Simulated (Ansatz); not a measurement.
Starting cell, BaHI (space group P4/nmm):

```yaml
crystal:
  lattice:
    - [9.24241, 0.00000, 0.00000]
    - [0.00000, 4.62120, 0.00000]
    - [0.00000, 0.00000, 7.39323]
  atoms:
    - { symbol: Ba, position: [0.25000, 0.00000, 0.82632] }
    - { symbol: Ba, position: [0.75000, 0.00000, 0.82632] }
    - { symbol: Ba, position: [0.00000, 0.50000, 0.17368] }
    - { symbol: Ba, position: [0.50000, 0.50000, 0.17368] }
    - { symbol: H, position: [0.25000, 0.50000, 0.00000] }
    - { symbol: H, position: [0.75000, 0.50000, 0.00000] }
    - { symbol: H, position: [0.00000, 0.00000, 0.00000] }
    - { symbol: H, position: [0.50000, 0.00000, 0.00000] }
    - { symbol: I, position: [0.00000, 0.50000, 0.66062] }
    - { symbol: I, position: [0.50000, 0.50000, 0.66062] }
    - { symbol: I, position: [0.25000, 0.00000, 0.33938] }
    - { symbol: I, position: [0.75000, 0.00000, 0.33938] }
```

A phonon eigenvector at X = (0.5, 0.0, 0.0) is frozen into this cell: atom i moves by Q times the vector below, so Q is the largest atomic displacement, in Å. The cell is held. It is one choice among 2 degenerate patterns. (q is in reciprocal vectors of the primitive cell; the cell shown is doubled to hold the pattern.)

```csv
atom,x,y,z
Ba1,0.000,0.343,0.000
Ba2,0.000,-0.343,0.000
Ba3,0.000,-1.000,0.000
Ba4,0.000,1.000,0.000
H5,0.000,0.189,0.000
H6,0.000,-0.189,0.000
H7,0.000,-0.551,0.000
H8,0.000,0.551,0.000
I9,0.000,0.504,0.000
I10,0.000,-0.504,0.000
I11,0.000,-0.173,0.000
I12,0.000,0.173,0.000
```

The numbers are results of LDA (plane waves to 420 eV, PAW, scalar-relativistic; Ansatz, an electronic-structure program), not measurements. k mesh 4×7×5 (Γ-centred), Fermi-Dirac smearing 0.05 eV. E stands for the smeared free energy. BaHI was relaxed with its symmetry unable to fall. Spin-orbit coupling is left out, though I is heavy. ΔE is measured from the undisplaced structure.

| Q (Å) | ΔE (meV/cell) |
|---|---|
| -0.2800 | 387 |
| -0.2333 | 268 |
| -0.1867 | withheld |
| -0.1400 | 96 |
| -0.0933 | 43 |
| -0.0467 | 11 |
| 0.0000 | 0 |
| 0.0467 | 11 |
| 0.0933 | 43 |
| 0.1400 | 96 |
| 0.1867 | withheld |
| 0.2333 | 268 |
| 0.2800 | 387 |

Question: Fit an even polynomial form (powers 2, 4) to the given rows and predict ΔE at Q = 0.1867.

Answer: Least squares on the 11 given rows: ΔE = (4898)·Q² + (484.2)·Q⁴, in meV/cell with Q in Å; root-mean-square residual 0.2 meV/cell. At 0.1867 the fit gives 171 meV/cell; the calculation gives 171 meV/cell, the same to the digits shown. The quadratic term alone would give 171 meV/cell.

(For displaced atoms, the force is minus the slope of the energy, and its curvature is a force constant, which sets phonon frequencies.)
